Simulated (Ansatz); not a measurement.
The start is a generated trial cell of HfO2 in the pyrite structure type. Cell shape, volume and atoms are optimised at zero target pressure with PBE (plane waves to 420 eV, PAW, scalar-relativistic; Ansatz, an electronic-structure program). The first steps use a coarse 4×4×4 k-mesh.

The start:
```yaml
crystal:
  lattice:
    - [4.97380, 0.00000, 0.00000]
    - [0.00000, 4.97380, 0.00000]
    - [0.00000, 0.00000, 4.97380]
  atoms:
    - { symbol: Hf, position: [0.00000, 0.00000, 0.00000] }
    - { symbol: Hf, position: [0.50000, 0.50000, 0.00000] }
    - { symbol: Hf, position: [0.00000, 0.50000, 0.50000] }
    - { symbol: Hf, position: [0.50000, 0.00000, 0.50000] }
    - { symbol: O, position: [0.38510, 0.38510, 0.38510] }
    - { symbol: O, position: [0.88510, 0.11490, 0.61490] }
    - { symbol: O, position: [0.61490, 0.88510, 0.11490] }
    - { symbol: O, position: [0.11490, 0.61490, 0.88510] }
    - { symbol: O, position: [0.61490, 0.61490, 0.61490] }
    - { symbol: O, position: [0.11490, 0.88510, 0.38510] }
    - { symbol: O, position: [0.38510, 0.11490, 0.88510] }
    - { symbol: O, position: [0.88510, 0.38510, 0.11490] }
```

Task: What pressure does the first self-consistent step give?

Result: +34.2 GPa (positive: the cell is compressed).

Task: Which atoms feel the largest initial force, and how large is it?

Result: 4.78 eV/Å, on O5, O6, O7, O8, O9, O10, O11, O12 (atoms numbered as listed).

Task: By how much does the energy per atom fall from start to end?

Result: 0.55 eV/atom.

Task: How does the volume per atom move from start to end?

Result: +14.2 %, from 10.25 to 11.71 Å³/atom.

Task: How do the shortest distances between atoms change?

Result: The closest pairs of elements (up to four, under 3.6 Å), start → end: O–O 1.98 → 2.74 Å; Hf–O 2.08 → 2.12 Å; Hf–Hf 3.52 → 3.68 Å.

Task: What band gap does the relaxed structure have at this level?

Result: 3.85 eV, indirect (valence top at Γ, conduction bottom at R) (no spin-orbit coupling).

Task: What does it relax into? Give the structure.

Result: 
```cif
data_Hf4O8
_chemical_formula_sum 'Hf4 O8'
_space_group_name_H-M_alt 'Pa-3'
_space_group_IT_number 205
_space_group_name_Hall '-P 2ac 2ab 3'
_cell_length_a 5.19941
_cell_length_b 5.19941
_cell_length_c 5.19941
_cell_angle_alpha 90.000
_cell_angle_beta 90.000
_cell_angle_gamma 90.000
loop_
_atom_site_label
_atom_site_type_symbol
_atom_site_symmetry_multiplicity
_atom_site_Wyckoff_symbol
_atom_site_fract_x
_atom_site_fract_y
_atom_site_fract_z
_atom_site_occupancy
Hf1 Hf 4 a 0.00000 0.00000 0.00000 1
O1 O 8 c 0.33281 0.33281 0.33281 1
```

The space group stays Pa-3 (No. 205) (the run could not lower it), with 12 atoms in the primitive cell. Final values are on a 5×5×5 k-mesh of the relaxed cell. No spin polarisation in the result.

The run could not lose the symmetry of its start, so the end can be a saddle point.

The relaxed structure here is a generated cell of HfO2: the first start was made by placing the elements on the sites of a structure type, and the end was not matched to a known phase here, so it may be hypothetical. Known forms of HfO2 include space group No. 14, 29, 137, 225.
